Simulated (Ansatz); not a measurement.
# Data sheet: ZrHg3 (DFT)

ZrHg$_{3}$ (Cu3Au type, Pm-3m), a = b = c = 4.409 Å, α = β = γ = 90.00°.

Space group Pm-3m (No. 221), Cu3Au type; conventional cell a = b = c = 4.4095 Å, α = β = γ = 90.00°.

Method: r²SCAN in the plane-wave PAW code Ansatz. Structure relaxed to zero pressure with the same functional. Other levels are named where they apply.

### Cell and energy

```yaml
volume_per_atom: 21.43 Å³
density: 13.42 g/cm³
Formation energy from the elements (no fitted shifts): -0.11 eV/atom
```

### Electronic structure

```yaml
electronic_character: metallic (no gap)
Density of states at the Fermi level: 0.80 states/eV per atom (mean over ±0.08 eV)
Gap with spin–orbit coupling: none (metallic)
```

### Mechanics

```yaml
Bulk modulus (Birch–Murnaghan fit): 94.0 GPa
Pressure derivative B′: 5.4
```

### Charges

```yaml
bader_charges: Hg -0.52, Zr +1.55 e
```

The workflow started from an entry of the Crystallography Open Database (COD). Its standing as an ambient phase is unchecked. Symmetry was held in the r²SCAN relaxation; its stability against distortions is not shown here. No spin polarisation was allowed. The references are the lowest solids computed at this level, not always the standard phases. Spin–orbit coupling is left out wherever it is not named.

Potentials: the later of the program's two PAW sets.
